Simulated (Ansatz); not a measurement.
An Ansatz (a quantum-chemistry and plane-wave program) input:

Ansatz 0.2 input:
```yaml
crystal:
  lattice:
    - [4.0282617914, 0.0, 0.0]
    - [-2.0141308957, 3.4885770444, 0.0]
    - [0.0, 0.0, 16.9893876249]
  atoms:
    - { symbol: In, position: [0.0, 0.0, 0.5820846428] }
    - { symbol: In, position: [0.0, 0.0, 0.4179153572] }
    - { symbol: In, position: [0.3333333333, 0.6666666667, 0.9179178096] }
    - { symbol: In, position: [0.3333333333, 0.6666666667, 0.0820821904] }
    - { symbol: Se, position: [0.6666666667, 0.3333333333, 0.8436485404] }
    - { symbol: Se, position: [0.6666666667, 0.3333333333, 0.1563514596] }
    - { symbol: Se, position: [0.3333333333, 0.6666666667, 0.6563380103] }
    - { symbol: Se, position: [0.3333333333, 0.6666666667, 0.3436619897] }
kpoints:
  mp_grid: { grid: [5, 5, 1] }
hamiltonian:
  xc: hse06
  pseudopotentials: { kind: paw }
scf:
  n_extra_bands: 8
  occupations: { method: fixed }
output:
  eigenvalues: true
  eigenstates:
    e_range: [-9.0, 9.3]
    kpoints:
      - [0.0, 0.0, 0.0]  # VBM
      - [0.0, 0.0, 0.0]  # CBM
```

### Question
How many symmetry operations and irreducible k-points will the run report?

### Answer
12 operations, 5 of 25 k-points.

### Question
With a cutoff of 420 eV, how many plane waves at Γ?

### Answer
4665.

It took roughly 3.0 core-minutes on shared server cores.

The points marked VBM and CBM come from a semilocal run.

Space group P-6m2. The workflow started from a Materials Project entry (that database holds measured and hypothetical structures alike); the Crystallography Open Database copy checked does not list it. It is not the phase usual at ambient conditions (space group No. 194). Symmetry was held in the r²SCAN+D4 relaxation; its stability against distortions is not shown here.

Potentials: the later of the program's two PAW sets.

Ansatz is a plane-wave DFT program.
